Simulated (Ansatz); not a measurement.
Values for one crystal, relaxed and computed with HSE06 (plane waves, PAW; program Ansatz); other levels are named.

- Volume per atom = 5.83 Å³
- Band gap = 6.51 eV (indirect)
- Smallest direct gap on the standard path = 10.01 eV
- Pressure derivative B′ = 3.6
- Conduction-band minimum = at K (2 equivalent valleys)
- Valence-band maximum = at Γ
- Bulk modulus (Birch–Murnaghan fit) = 403 GPa

### Question
Which of these materials gives this?
A. BN, wurtzite
B. AlN, zinc blende
C. CdS, wurtzite
D. CdTe, wurtzite

### Answer
A, BN, wurtzite

Space group P6_3mc (wurtzite). The cell was relaxed with HSE06 under the symmetry of its start. The hybrid was solved on a coarse mesh, the path and, where they were found, the r²SCAN edge points; its band edges are the extreme levels among these.

Potentials: the earlier of the program's two PAW sets. The files were generated under PBE; for other functionals the program regenerates the frozen cores, and for LDA and PBEsol the local potential too.
